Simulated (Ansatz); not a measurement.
The relaxed structure here is a generated cell of ZrC: the first start was made by placing the elements on the sites of a structure type, and the end was not matched to a known phase here, so it may be hypothetical. Known forms of ZrC include space group No. 225.

One stationary structure of ZrC. Computed with PBEsol (plane waves to 420 eV, PAW, scalar-relativistic; Ansatz, a first-principles code).

```xyz
8
Lattice="3.7619 0.0000 0.0000 -1.8809 3.2579 0.0000 0.0000 0.0000 9.5058" Properties=species:S:1:pos:R:3 pbc="T T T"
Zr     0.0000     0.0000     9.0910
Zr     0.0000     0.0000     4.3381
Zr     0.0000     2.1719     1.9341
Zr     1.8809     1.0860     6.6870
C      0.0000     0.0000     2.1695
C      0.0000     0.0000     6.9224
C      0.0000     2.1719     4.6228
C      1.8809     1.0860     9.3757
```

**Question.** Determine the symmetry and give the standard cell with its independent sites.

**Answer.** Space group P6₃mc (No. 186); a = 3.762 Å, b = 3.762 Å, c = 9.506 Å, α = 90.00°, β = 90.00°, γ = 120.00°

```csv
atom,site,symmetry,x,y,z
Zr,2a,3m.,0.0000,0.0000,0.4564
Zr,2b,3m.,0.3333,0.6667,0.2035
C,2a,3m.,0.0000,0.0000,0.2282
C,2b,3m.,0.3333,0.6667,0.4863
```

**Question.** Give the shortest distances between elements (the closest pairs, up to four, under 3.6 Å).

**Answer.** C–Zr 2.17 Å; C–C 3.16 Å; Zr–Zr 3.20 Å.

The volume per atom is 14.56 Å³. The band gap is no gap (metallic).

No spin polarisation in the result.

The run could not lose the symmetry of its start: the end is stationary, and may be a saddle point rather than a minimum.
